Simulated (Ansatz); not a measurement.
Method: DFT PBE, scalar-relativistic, plane waves, PAW in Ansatz. Settings: cutoff 420 eV, Γ-centred meshes spaced at most about 0.3 Å⁻¹, and about 0.25 Å⁻¹ or finer for metals (2π included), Gaussian smearing. No spin polarisation in the final relaxations.

All energies are static (0 K, no zero-point motion).

Two relaxed structures of SnGe5:

A.

Space group P-62m (No. 189). a = 7.899 Å, b = 7.899 Å, c = 2.846 Å, α = 90.00°, β = 90.00°, γ = 120.00°
```
atom  site  symmetry       x       y       z
  Sn    1a      -62m  0.0000  0.0000  0.0000
  Ge    3f       m2m  0.6469  0.0000  0.0000
  Ge    2c      -6..  0.3333  0.6667  0.0000
```

B.

Space group P6/mmm (No. 191). a = 5.515 Å, b = 5.515 Å, c = 5.044 Å, α = 90.00°, β = 90.00°, γ = 120.00°
```csv
atom,site,symmetry,x,y,z
Sn,1a,6/mmm,0.0000,0.0000,0.0000
Ge,2c,-6m2,0.3333,0.6667,0.0000
Ge,3g,mmm,0.5000,0.0000,0.5000
```

Problem. Which form is favoured at zero pressure, and by what margin per atom?

Solution. A is lower, by 57 meV/atom. A has space group P-62m (No. 189), 25.6 Å³/atom and no gap on its mesh; B has the CaCu5 type, space group P6/mmm (No. 191), 22.1 Å³/atom and no gap. Counting Ge atoms around Sn (those within 1.25 times the shortest such distance or 1.15 times the sum of covalent radii; a plus sign parts nearer from farther groups; the shortest distance is added where it is long for a bond), A has Sn 3 and B has Sn 6+12 from 3.2 Å. The lower one is the more open, so pressure narrows the difference. Even the lower one lies +0.29 eV/atom against the reference forms of the elements (uncorrected), so neither is stable at this level. Both come from invented guesses.

Cells relaxed within their symmetry can be saddle points.
